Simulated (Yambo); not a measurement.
Quantum ESPRESSO input (LDA, PseudoDojo standard norm-conserving files, scalar-relativistic) whose wavefunctions are converted with p2y:

```
&CONTROL
  calculation = 'nscf'
  pseudo_dir = './pseudo'
  outdir = './out'
/
&SYSTEM
  ibrav = 0
  nat = 6
  ntyp = 2
  ecutwfc = 76.0
  ecutrho = 304.0
  occupations = 'fixed'
  force_symmorphic = .true.
  nbnd = 289
/
&ELECTRONS
  conv_thr = 6.000000000000001e-09
  diago_full_acc = .true.
  diago_thr_init = 1e-08
/
ATOMIC_SPECIES
S 32.0600 S.upf
Au 196.9666 Au.upf
CELL_PARAMETERS angstrom
  5.273980000000   0.000000000000   0.000000000000
  0.000000000000   5.273980000000   0.000000000000
  0.000000000000   0.000000000000   5.273980000000
ATOMIC_POSITIONS crystal
S   0.000000000000   0.000000000000   0.000000000000
S   0.500000000000   0.500000000000   0.500000000000
Au   0.250000000000   0.250000000000   0.750000000000
Au   0.250000000000   0.750000000000   0.250000000000
Au   0.750000000000   0.750000000000   0.750000000000
Au   0.750000000000   0.250000000000   0.250000000000
K_POINTS automatic
1 1 1 0 0 0
```

Yambo's initialisation report on symmetry, reciprocal space, the k grid and the gaps on this mesh:

```
  [02.02] Symmetries
  ==================

  Inversion symmetry    : yes
  Spatial inversion     : no
  Inversion index       :  25
  K-space Time-reversal : yes
  Magnetic symmetries   : no
  Time-reversal derived K-space symmetries:   25   48
  Group table correct   : yes
  Symmetries units      :  [cc]

  [02.03] Reciprocal space
  ========================

  nG shells         :   639
  nG charge         :   88423
  nG WFs            :  11067
  nC WFs            :  11067
  G-vecs. in first 63 shells:  [ Number ]
     1    7   19   27   33   57   81   93  123
    147   171   179   203   251   257   305   341   365
    389   437   461   485   515   587   619   691   739
    751   799   847   895   925   949  1021  1045  1141
   1189  1213  1237  1309  1357  1365  1419  1503  1551
   1575  1647  1743  1791  1839  1863  1935  2007  2103
   2109  2205  2301  2325  2373  2469  2517  2553  2601
  ...
  Shell energy in first 63 shells:  [ mHa ]
    0.00000      198.726      397.452      596.178      794.905      993.631      1192.36      1589.81      1788.54
    1987.26      2185.99      2384.71      2583.44      2782.17      3179.62      3378.34      3577.07      3775.80
    3974.52      4173.25      4371.98      4769.43      4968.15      5166.88      5365.61      5763.06      5961.78
    6359.24      6557.96      6756.69      6955.42      7154.14      7352.87      7551.59      7949.05      8147.77
    8346.50      8545.23      8743.95      8942.68      9141.40      9538.86      9737.58      9936.31      10135.0
    10333.8      10532.5      10731.2      11128.7      11327.4      11526.1      11724.8      12122.3      12321.0
    12718.5      12917.2      13115.9      13314.7      13513.4      13712.1      13910.8      14308.3      14507.0
  ...

  [02.04] K-grid lattice
  ======================

  Compatible Grid is   : 0D
  K lattice UC volume  :  0.250569 [a.u.]

  IBZ K-points                                      :  1
  BZ  K-points                                      :  1

  K/Q-points units:
  rlu = crystal or reduced units; cc = cartesian coordinates; iku = interal k-units

  K [1]          [rlu]:  0.000000  0.000000  0.000000
         WF components:  11067

  [02.05] Energies & Occupations
  ==============================

  [X] === General ===
  [X] Electronic Temperature                        :  0.000000  0.000000 [eV K]
  [X] Bosonic    Temperature                        :  0.000000  0.000000 [eV K]
  [X] Finite Temperature mode                       : no
  [X] El. density                                   :  0.59988E+24 [cm-3]
  [X] Fermi Level                                   :  8.592772 [eV]

  [X] === Gaps and Widths ===
  [X] Conduction Band Min                           :  1.996019 [eV]
  [X] Valence Band Max                              :  0.000000 [eV]
  [X] Filled Bands                                  :   44
  [X] Empty Bands                                   :   45  289
  [X] Direct Gap                                    :  1.996019 [eV]
  [X] Direct Gap localized at k                     :  1
```
The gaps are LDA values on this mesh alone; only operations without fractional translations are kept.

Spin-orbit coupling is not included.

Geometry of the Materials Project entry, not relaxed at this level.
